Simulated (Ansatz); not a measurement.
Geometry optimisation in Ansatz: input, command and trajectory.

```yaml
crystal:
  lattice:
    - [1.2352100804, -2.1385330277, 0.0]
    - [1.2352100804, 2.1385330277, 0.0]
    - [0.0, 0.0, 6.9955317657]
  atoms:
    - { symbol: C, position: [0.0833080581, 0.9166919419, 0.75] }
    - { symbol: C, position: [0.5833080581, 0.4166919419, 0.25] }
    - { symbol: C, position: [0.9166919419, 0.0833080581, 0.25] }
    - { symbol: C, position: [0.4166919419, 0.5833080581, 0.75] }
basis:
  ecutwfc: 420
kpoints:
  mp_grid: { grid: [18, 18, 6] }
hamiltonian:
  xc: lda
scf:
  occupations: { method: gaussian, width: 0.1 }
output:
  forces: true
  stress: true
  eigenvalues: true
relax:
  adjacent_minimum: "off"
  f_tol: 0.01
  max_steps: 30
  cell: { stress_tol: 0.1, fix: [volume] }
```

```bash
ansatz run input.yaml --threads 1 --pin off --max-ram 2560MiB --backend cpu --events-out ev --progress --plain --runs-dir out
```

Method: Ansatz 0.2.0, DFT LDA, scalar-relativistic, plane waves, PAW.

The volume is held at 1.06 times that of the relaxed cell.

Of 6 frames 5 are shown, positions in Å and forces in eV/Å; the SCF threshold varies from step to step. Steps run on the plane waves of an earlier cell, with a Pulay correction in the pressure. The basis is chosen afresh for the last frame, the zero of the energies, and at times for earlier ones too; energy and pressure step there, also at an unchanged geometry.

```xyz
4
Lattice="1.2352 -2.1385 0.0000 1.2352 2.1385 0.0000 0.0000 0.0000 6.9955" Properties=species:S:1:pos:R:3:forces:R:3 pbc="T T T" step=1 free_energy_over_end_meV_per_atom=6.00 pressure_GPa=-8.29
C     1.2352    1.7822    5.2466    0.0000   -0.0009    0.0000
C     1.2352   -0.3563    1.7489    0.0000   -0.0009    0.0000
C     1.2352   -1.7822    1.7489    0.0000    0.0009    0.0000
C     1.2352    0.3563    5.2466    0.0000    0.0009    0.0000
4
Lattice="1.2277 -2.1255 0.0000 1.2277 2.1255 0.0000 0.0000 0.0000 7.0817" Properties=species:S:1:pos:R:3:forces:R:3 pbc="T T T" step=2 free_energy_over_end_meV_per_atom=0.84 pressure_GPa=-3.55
C     1.2277    1.7714    5.3113    0.0000   -0.0011    0.0000
C     1.2277   -0.3541    1.7704    0.0000   -0.0011    0.0000
C     1.2277   -1.7714    1.7704    0.0000    0.0011    0.0000
C     1.2277    0.3541    5.3113    0.0000    0.0011    0.0000
4
Lattice="1.2241 -2.1195 0.0000 1.2241 2.1195 0.0000 0.0000 0.0000 7.1227" Properties=species:S:1:pos:R:3:forces:R:3 pbc="T T T" step=3 free_energy_over_end_meV_per_atom=0.27 pressure_GPa=-1.26
C     1.2241    1.7663    5.3421    0.0000   -0.0006    0.0000
C     1.2241   -0.3532    1.7807    0.0000   -0.0006    0.0000
C     1.2241   -1.7663    1.7807    0.0000    0.0006    0.0000
C     1.2241    0.3532    5.3421    0.0000    0.0006    0.0000
4
Lattice="1.2241 -2.1195 0.0000 1.2241 2.1195 0.0000 0.0000 0.0000 7.1227" Properties=species:S:1:pos:R:3:forces:R:3 pbc="T T T" step=4 free_energy_over_end_meV_per_atom=0.01 pressure_GPa=-1.23
C     1.2241    1.7663    5.3421    0.0000   -0.0007    0.0000
C     1.2241   -0.3532    1.7807    0.0000   -0.0007    0.0000
C     1.2241   -1.7663    1.7807    0.0000    0.0007    0.0000
C     1.2241    0.3532    5.3421    0.0000    0.0007    0.0000
4
Lattice="1.2238 -2.1191 0.0000 1.2238 2.1191 0.0000 0.0000 0.0000 7.1254" Properties=species:S:1:pos:R:3:forces:R:3 pbc="T T T" step=6 free_energy_over_end_meV_per_atom=0.00 pressure_GPa=-1.08
C     1.2238    1.7660    5.3441    0.0000   -0.0003    0.0000
C     1.2238   -0.3531    1.7814    0.0000   -0.0003    0.0000
C     1.2238   -1.7660    1.7814    0.0000    0.0003    0.0000
C     1.2238    0.3531    5.3441    0.0000    0.0003    0.0000
```

Time: 97 s on 1 thread of Intel(R) Xeon(R) Processor @ 2.50GHz (Skylake/Cascade Lake), on a shared host, peak memory 0.46 GiB.

The cell holds layers, and where no dispersion correction was added their binding is poorly described.